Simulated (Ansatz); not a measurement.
Data:

GaN:
```cif
data_Ga2N2
_chemical_formula_sum 'Ga2 N2'
_space_group_name_H-M_alt 'P 1'
_space_group_IT_number 1
_cell_length_a 3.18328
_cell_length_b 3.18328
_cell_length_c 5.18379
_cell_angle_alpha 90.000
_cell_angle_beta 90.000
_cell_angle_gamma 120.000
loop_
_space_group_symop_operation_xyz
  'x, y, z'
loop_
_atom_site_label
_atom_site_type_symbol
_atom_site_fract_x
_atom_site_fract_y
_atom_site_fract_z
_atom_site_occupancy
Ga1 Ga 0.66667 0.33333 0.49910 1
Ga2 Ga 0.33333 0.66667 0.99910 1
N1 N 0.66667 0.33333 0.87590 1
N2 N 0.33333 0.66667 0.37590 1
```

This is the r²SCAN-relaxed structure.

Task: All from DFT-r²SCAN in the program Ansatz with PAW potentials, unless another level is named. Give the band gap.

Result: 2.35 eV (direct).

Task: Give the formation energy from the elements (no fitted shifts).

Result: -0.64 eV/atom.

Task: Give the valence-band maximum.

Result: at Γ.

Space group P6_3mc (wurtzite). The cell was relaxed with r²SCAN under the symmetry of its start. The references are the lowest solids computed at this level, not always the standard phases (solids in place of the gases). Scalar-relativistic: spin–orbit coupling is off unless named, which matters more the heavier the elements.

Potentials: the earlier of the program's two PAW sets.
